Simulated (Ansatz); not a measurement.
**Property card for EuSi**

EuSi:
```yaml
crystal:
  lattice:
    - [2.28756, -5.53814, 0.00000]
    - [2.28756, 5.53814, 0.00000]
    - [0.00000, 0.00000, 3.93913]
  atoms:
    - { symbol: Eu, position: [0.14193, 0.85807, 0.75000] }
    - { symbol: Eu, position: [0.85807, 0.14193, 0.25000] }
    - { symbol: Si, position: [0.43462, 0.56538, 0.75000] }
    - { symbol: Si, position: [0.56538, 0.43462, 0.25000] }
```
The run is spin-polarised; directions of the spins, atom by atom: ↑ ↑ 0 0.

Space group Cmcm (No. 63); conventional cell a = 4.5751 Å, b = 11.0763 Å, c = 3.9391 Å, α = β = γ = 90.00°.

Method: plane-wave PAW r²SCAN (Ansatz code). Geometry: relaxed at this level of theory. Other levels are named where they apply.

**Cell and energy**

```json
{
  "volume_per_atom": "24.95 Å³",
  "density": "5.99 g/cm³",
  "Formation energy from the elements (no fitted shifts)": "-0.68 eV/atom"
}
```

**Electronic structure**

```json
{
  "electronic_character": "metallic (no gap)",
  "Density of states at the Fermi level": "0.79 states/eV per atom (mean over ±0.08 eV)"
}
```

**Magnetism**

```json
{
 "magnetic_order": "ferromagnetic",
 "net_moment": "3.58 μB per atom"
}
```

The first step of the workflow began from a Materials Project structure, measured or hypothetical; the Crystallography Open Database copy checked does not list it. Whether it is the stable phase at ambient conditions was not checked. The cell was relaxed with r²SCAN under the symmetry of its start; its stability against distortions is not shown here. The final state is ferromagnetic, chosen from 2 collinear starts compared on coarse meshes (ties went to the first, and starts can fall back to one state), not a proven ground state. The 4f shell is in the valence, and the state reached may lie above the lowest one. Other orbital occupations within this spin state were not tried. No Hubbard U is applied. Point labels and valley counts follow the cell and symmetry of the run, lower than the named group. The references are the lowest solids computed at this level, not always the standard phases. Spin–orbit coupling is left out wherever it is not named.

Potentials: the later of the program's two PAW sets.
